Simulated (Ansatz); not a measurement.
Input and command of a plane-wave DFT calculation in Ansatz:

```yaml
crystal:
  lattice:
    - [-2.0501269427, 2.0501269427, 4.3833021566]
    - [2.0501269427, -2.0501269427, 4.3833021566]
    - [2.0501269427, 2.0501269427, -4.3833021566]
  atoms:
    - { symbol: Ga, position: [0.75, 0.25, 0.5] }
    - { symbol: Ga, position: [0.25, 0.75, 0.5] }
    - { symbol: Ga, position: [0.5, 0.5, 0.0] }
    - { symbol: Sb, position: [0.0, 0.0, 0.0] }
basis:
  ecutwfc: 420
kpoints:
  mp_grid: { grid: [14, 14, 14] }
hamiltonian:
  xc: pbesol
  dispersion: d3bj
scf:
  occupations: { method: gaussian, width: 0.1 }
output:
  forces: true
  stress: true
  eigenvalues: true
relax:
  adjacent_minimum: "off"
  f_tol: 0.01
  max_steps: 30
  cell: { stress_tol: 0.1, fix: [volume] }
```

```bash
ansatz run input.yaml --threads 1 --pin off --max-ram 2560MiB --backend cpu --events-out ev --progress --plain --runs-dir out
```

Processor: Intel(R) Xeon(R) 6975P-C (Granite Rapids), 1 thread, on a host shared with other jobs.

Problem. Estimate time, memory and problem size.

Solution. About 36 s on 1 thread of Intel(R) Xeon(R) 6975P-C (Granite Rapids) (shared host), peak memory 0.75 GiB. It solves 33 bands at 244 k points (the mesh reduced by the symmetry that the task leaves, which can be less than the crystal's) with about 1427 plane waves, in 12 SCF iterations over 2 ionic steps.
